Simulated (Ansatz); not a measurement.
**Calculated 17O nuclear quadrupole resonance for GeSe2O6**

Cell: a computed structure from the Materials Project (it need not be an observed phase).

```
Ge Se O
1.0
     7.79815    0.00000    0.00000
     0.00000    7.79815    0.00000
     0.00000    0.00000    7.79815
Ge Se O
4 8 24
Direct
  0.50000 0.50000 0.50000
  0.50000 0.00000 0.00000
  0.00000 0.50000 0.00000
  0.00000 0.00000 0.50000
  0.83009 0.66991 0.33009
  0.16991 0.16991 0.16991
  0.66991 0.33009 0.83009
  0.33009 0.83009 0.66991
  0.16991 0.33009 0.66991
  0.83009 0.83009 0.83009
  0.33009 0.66991 0.16991
  0.66991 0.16991 0.33009
  0.73886 0.52847 0.47249
  0.26114 0.02847 0.02751
  0.76114 0.47153 0.97249
  0.23886 0.97153 0.52751
  0.47249 0.73886 0.52847
  0.02751 0.26114 0.02847
  0.97249 0.76114 0.47153
  0.52751 0.23886 0.97153
  0.52847 0.47249 0.73886
  0.02847 0.02751 0.26114
  0.47153 0.97249 0.76114
  0.97153 0.52751 0.23886
  0.26114 0.47153 0.52751
  0.73886 0.97153 0.97249
  0.23886 0.52847 0.02751
  0.76114 0.02847 0.47249
  0.52751 0.26114 0.47153
  0.97249 0.73886 0.97153
  0.02751 0.23886 0.52847
  0.47249 0.76114 0.02847
  0.47153 0.52751 0.26114
  0.97153 0.97249 0.73886
  0.52847 0.02751 0.23886
  0.02847 0.47249 0.76114
```

Atoms are numbered from 1 in the order listed; like atoms form one site, named after its first atom.

Method: Kohn–Sham DFT in Ansatz, PBE, plane waves and PAW, scalar-relativistic, 420 eV cutoff, Γ-centred 3×3×3 k-points, Fermi–Dirac smearing 0.02 eV.

17O: I = 5/2, Q = -25.58 mb (year-2017 value). Static lattice, zero field.

Q: Predict the zero-field 17O lines of each site.

A: For I = 5/2 and η = 0 the lines are 3|C_Q|/20 and twice that; η pulls their ratio below 2.

```
site                      atoms  V_zz (10²¹ V/m²)  C_Q (MHz)     η  line frequencies (MHz)
   O  13, 14, 15, 16, 17, 18, …             14.33      -8.86  0.49              1.64, 2.55
```

At this cell the PBE pressure is 6 GPa, so with PBE the cell would grow if it were relaxed. The entry's cell may itself be off. The largest force is 0.6 eV/Å, so the atoms aren't at the calculated equilibrium and relaxing them would move these values. A computed database structure should lie near equilibrium, so this entry is doubtful.

Hardware: 1 thread of Arm Neoverse V1 (aarch64; 8 cores open to the job, memory cap 2.5 GiB, no GPU), a shared host with a load of 0.4 a core. Wall time 52 s, CPU time 52 s, peak memory 1 GiB.
